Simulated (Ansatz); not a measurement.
SiGe:
```xyz
4
Lattice="1.9605 1.1319 6.3918 -1.9605 1.1319 6.3918 0.0000 -2.2638 6.3918" Properties=species:S:1:pos:R:3 pbc="T T T"
Si     0.0000     0.0000    18.0030
Si     0.0000     0.0000     1.1725
Ge     0.0000     0.0000     8.3591
Ge     0.0000     0.0000    10.8164
```

PBEsol (plane waves, PAW; program Ansatz) gives a gap of 0.32 eV without spin–orbit coupling, maximum at Γ, minimum at F.

Task: What happens when spin–orbit coupling is switched on?

Result: The gap falls by 0.05 eV, to 0.27 eV; maximum at Γ, minimum at F.

Task: Give the electron effective mass with spin–orbit coupling.

Result: 0.11, 0.19, 0.90 mₑ (principal values).

Task: Give the hole effective mass with spin–orbit coupling.

Result: 0.11, 0.11, 0.58 mₑ (principal values).

Space group R-3m. The start of the workflow was typed in or built on a structure type; neither database checked (COD, Materials Project) lists it. Whether it is the stable phase at ambient conditions was not checked. Symmetry was held in the PBEsol relaxation; whether a distortion lowers the energy is not shown.

Potentials: the later of the program's two PAW sets.
